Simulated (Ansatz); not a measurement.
**Ansatz 0.2.0, settings compared: Bi2Au3S3**

Launch command:

```bash
ansatz run input.yaml --threads 1 --pin off --max-ram 2560MiB --backend cpu --events-out ev --progress --plain --runs-dir out
```

The input file (Ansatz 0.2.0, plane waves):

```yaml
crystal:
  lattice:
    - [5.716619, 0.0, 0.0]
    - [-2.85831, 4.950742, 0.0]
    - [-2.85831, 1.650247, 6.616198]
  atoms:
    - { symbol: S, position: [0.5, 0.5, 0.5] }
    - { symbol: Au, position: [0.5, 0.0, 0.0] }
    - { symbol: Au, position: [0.0, 0.5, 0.0] }
    - { symbol: Au, position: [0.5, 0.5, 0.0] }
    - { symbol: Bi, position: [0.2423, 0.7577, 0.7269] }
    - { symbol: Bi, position: [0.7577, 0.2423, 0.2731] }
    - { symbol: S, position: [0.0807, 0.9193, 0.2421] }
    - { symbol: S, position: [0.9193, 0.0807, 0.7579] }
  symmetry: { tolerance: 0.0003 }
kpoints:
  mp_grid: { grid: [4, 4, 4], shift: [0, 0, 0] }
magnetization:
  spin_polarized: false
scf:
  occupations: { method: fermi_dirac }
hamiltonian:
  pseudopotentials: { kind: paw }
  xc: r2scan
basis:
  ecutwfc: 500
output:
  forces: true
  stress: true
  eigenvalues: true
```

Origin of the cell: a known structure type with other elements, at an estimated volume, so it need not be a known compound.

The smearing width isn't typed, so it takes its default of 0.1 eV.

Output of this run (shortened):

```
Warning: crystal.lattice misses the space group found at crystal.symmetry.tolerance 3.0e-4 in a digit that the deck types, which is why this is a warning: making the lattice exact moves one o […]
Pseudopotentials: kind: paw
Pseudopotential: S, paw, valence charge 6, recommended cutoff 500 eV (meta_gga), S.paw.azcp
Pseudopotential: Au, paw, valence charge 19, recommended cutoff 500 eV (meta_gga), Au.paw.azcp
Pseudopotential: Bi, paw, valence charge 15, recommended cutoff 500 eV (meta_gga), Bi.paw.azcp
Functional definition: r2SCAN
  exchange = r2scan_x(k0 = k0, k1 = k1, a1 = a1)
  correlation = r2scan_c
Crystal: 8 atoms, lattice volume = 187.248 Å³
Basis set: ecut = 500 eV, 4741 PW (Γ), exchange–correlation on 180×180×216 points (64 copies of the dense FFT grid, shifted against one another)
Bands: 63, of which v1, the nominal top of the filled ones, is band 53 counted from 1 (52 counted from 0)
[… 12 lines left out …]
Initial density: superposition of atomic densities (neutral atoms: chi_scale 0, normalization atom), corrected by the library's trained network
Functional: x = r2scan, c = r2scan; τ floored in thin density (d = 2e-4 eV/Å³)
SCF iter   1: F=—  HF=-67021.577394 eV  Δρ=1.05e-2  dr2=2.69e-1  dr2_τ=6.35e-2  defer=12
SCF iter   2: F=—  HF=-67021.573188 eV  Δρ=4.86e-3  dr2=5.09e-2  dr2_τ=4.58e-3  defer=17
SCF iter   3: F=—  HF=-67021.569802 eV  Δρ=1.98e-3  dr2=1.61e-2  dr2_τ=1.01e-3  defer=17
SCF iter   4: F=—  HF=-67021.569050 eV  Δρ=8.82e-4  dr2=2.63e-3  dr2_τ=1.82e-4  defer=17
SCF iter   5: F=—  HF=-67021.569111 eV  Δρ=3.11e-4  dr2=2.45e-4  dr2_τ=6.87e-6  defer=17
SCF iter   6: F=—  HF=-67021.569186 eV  Δρ=8.29e-5  dr2=2.79e-5  dr2_τ=1.02e-6  defer=17
SCF iter   7: F=—  HF=-67021.569160 eV  Δρ=2.59e-5  dr2=3.11e-6  dr2_τ=2.86e-7  defer=17
SCF iter   8: F=—  HF=-67021.569160 eV  Δρ=1.28e-5  dr2=8.80e-7  dr2_τ=3.39e-8  defer=17
SCF iter   9: F=-67021.569160 eV  HF=-67021.569160 eV  Δρ=4.18e-6  dr2=8.00e-8  dr2_τ=2.13e-9
SCF 1 converged in 9 iterations: F = -67021.569160 eV  dr2 = 8.00e-8
SCF converged after 9 iterations
Free energy (F): -67021.569160 eV
Harris-Foulkes:  -67021.569160 eV  (|F-HF|=4.76e-8)
Internal energy: -67021.360375 eV  (E = F + TS)
E sigma→0 (E₀):  -67021.464768 eV
Entropy (-TS):   -0.208785 eV (-26.098 meV/atom)
Fermi energy:    10.458709 eV
--- Per-component energies (eV) ---
  E_band       = -1418.497193
  E_kinetic    = 2745.214033
  E_local      = -14533.969995  (includes V_loc(G=0)·N_el)
  E_nonlocal   = 1439.616410
  E_hartree    = 6042.277327
  E_xc         = -1209.711953
  E_vxc        = -1515.842847  (∫ρ·V_xc dr)
  E_paw        = -52401.735875  (= ΣΔE_a)
  E_vpaw       = -1736.751835  (= ΣTr[D̂ρ^β])
  E_aug_tail   = 0.001621  (compensation charges beyond the density's cutoff)
  E_vtau       = 98.682910  (kinetic-family band-sum trace: ∫τ·v_τ [+ j·A + Jᵃ·Aᵃ] dr)
  E_ewald      = -9103.944765
  E_core_change = 0.892823  (= ΣΔE_core)
  E_smearing   = -0.208785  (= −TS)
  Σ components = -67021.569160   (vs F -67021.569160, Δ=0.00e0)
--- Forces (eV/Å), atoms counted from 1 ---
  atom   1  S      0.000000     0.000000     0.000000
[… 2 lines left out …]
  atom   4  Au    -0.000000    -0.000000     0.000000
  atom   5  Bi     0.000000     0.000000   -10.346212
  atom   6  Bi    -0.000000    -0.000000    10.346212
  atom   7  S     -0.000000    -0.000000     0.414467
  atom   8  S      0.000000     0.000000    -0.414467
  max |Σ_I F_I| component: 5.55e-17 eV/Å
--- Stress (GPa, compression-positive) ---
        6.772730       0.000000      -0.000001
        0.000000       6.772730      -0.000001
       -0.000001      -0.000001      27.361654
  P = ⅓ Tr σ = 13.6357 GPa (136.357 kbar)
```

The same input was run again with these changes:

1. `scf.mixing.algorithm` default → anderson; `scf.mixing.beta` default → 0.5; `scf.mixing.ndim` default → 8; `scf.occupations.method` fermi_dirac → gaussian; `scf.occupations.width` default → 0.2; `accuracy` default → medium
2. `hamiltonian.hubbard` default → { sites: [{ species: Au, l: d, u_eff: 8.0 }], double_counting: fll }; `scf.lower_state_search` default → "off"
3. `hamiltonian.hubbard` default → { sites: [{ species: Au, l: d, u_eff: 2.0 }], double_counting: fll }
4. `scf.occupations.method` fermi_dirac → methfessel_paxton; `scf.occupations.width` default → 0.3

```
 run        end  SCF iterations  P (GPa)  max force component (eV/Å)  gap on mesh (eV)  moment (μB)  ΔE(σ→0) (meV/atom)
base  converged               9    13.64                      10.346                 –            –                   0
   1  converged              10    13.59                      10.367                 –            –                0.42
   2  converged              11    15.03                      10.783                 –            –                   –
   3  converged              11    13.92                      10.441                 –            –                   –
   4  converged               9    13.53                      10.393                 –            –                0.53
```

Energies are compared only where functional, datasets, charge and starting cell are the same.

Not properties of the system: run 4 (too coarse or loose: `scf.occupations.width` = 0.3).

Caveats of the base run: no moments, though an odd count or open d shells may carry them; no spin-orbit coupling, though heavy elements are present; the given cell is far from equilibrium, with atoms too close or a volume far off; the k mesh is coarse if the cell is a metal.

Run 1: wide smearing.
Run 4: wide smearing.

The base run took 27 s on 1 thread of Arm Neoverse V1, with other jobs on the host, peak memory 0.97 GiB, from the program's own first density.
